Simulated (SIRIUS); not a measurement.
Set-up for a self-consistent single point of TiTe₂ (P-3m1, 6 atoms in the cell; from Materials Project mp-1907, changed as shown).

```yaml
crystal:
  lattice:
    - [3.74773, 0.00000, 0.00000]
    - [0.00000, 6.49125, 0.00000]
    - [0.00000, 0.00000, 6.58389]
  atoms:
    - { symbol: Ti, position: [0.00000, 0.00000, 0.00000] }
    - { symbol: Ti, position: [0.50000, 0.50000, 0.00000] }
    - { symbol: Te, position: [0.50000, 0.16667, 0.74983] }
    - { symbol: Te, position: [0.00000, 0.33333, 0.25017] }
    - { symbol: Te, position: [0.00000, 0.66667, 0.74983] }
    - { symbol: Te, position: [0.50000, 0.83333, 0.25017] }
```

Method: PBE, GBRV PBE ultrasoft pseudopotentials (plane waves; SIRIUS).

SIRIUS settings:

| key | value |
|---|---|
| parameters.ngridk | 6 4 4 |
| parameters.xc_functionals | [XC_GGA_X_PBE, XC_GGA_C_PBE] |
| parameters.gk_cutoff | 6.325 1/bohr |
| parameters.pw_cutoff | 14.143 1/bohr |
| parameters.smearing | fermi_dirac |
| parameters.smearing_width | 0.00367493 Ha |
| potentials | GBRV PBE ultrasoft pseudopotentials |
| parameters.electronic_structure_method | pseudopotential |
| parameters.num_bands | 29 |
| parameters.num_mag_dims | 0 |
| parameters.num_dft_iter | 100 |
| parameters.energy_tol | 1e-07 Ha |
| parameters.density_tol | 1e-06 |
| mixer.type | anderson |
| mixer.beta | 0.7 |
| mixer.use_hartree | true |

Results:

- Number of valence electrons = 48
- Number of bands = 29
- Number of k-points after the program's reduction = 40
- Number of plane waves (most at a k-point) = 4646
- Number of SCF iterations = 25
- FFT grid = 36 × 60 × 60
- Free energy E − TS = -4691.2775 eV
- Fermi level (on the code's own zero) = 7.98 eV
- Pressure = 4.21 GPa
- Largest force (vector length) = 0.785 eV/Å

Forces (eV/Å):
```
atom     Fx      Fy      Fz
----  -----  ------  ------
Ti1   0.000   0.000   0.000
Ti2   0.000   0.000   0.000
Te3   0.000   0.009  -0.785
Te4   0.000  -0.009   0.785
Te5   0.000   0.009  -0.785
Te6   0.000  -0.009   0.785
```

Stress (GPa, positive for compression):
```
 3.86   0.00   0.00
 0.00   3.61  -0.10
 0.00  -0.10   5.17
```

For comparison: a first run was changed to give this one (lattice scaled by 0.98), and from it to this one the free energy rises by 21.5 meV/atom, the pressure goes from 0.13 to 4.21 GPa and the largest force goes from 0.192 to 0.785 eV/Å.

The structure comes from a collection of computed structures, made at another level of theory; the collection holds predicted forms beside known ones. No clean gap shows at this smearing width and mesh (spacing up to 0.28 Å⁻¹); the mesh is coarse for partly filled bands, so the values carry mesh errors. Semi-local functionals can close small gaps.

Cost on one core: roughly 90 core-seconds.
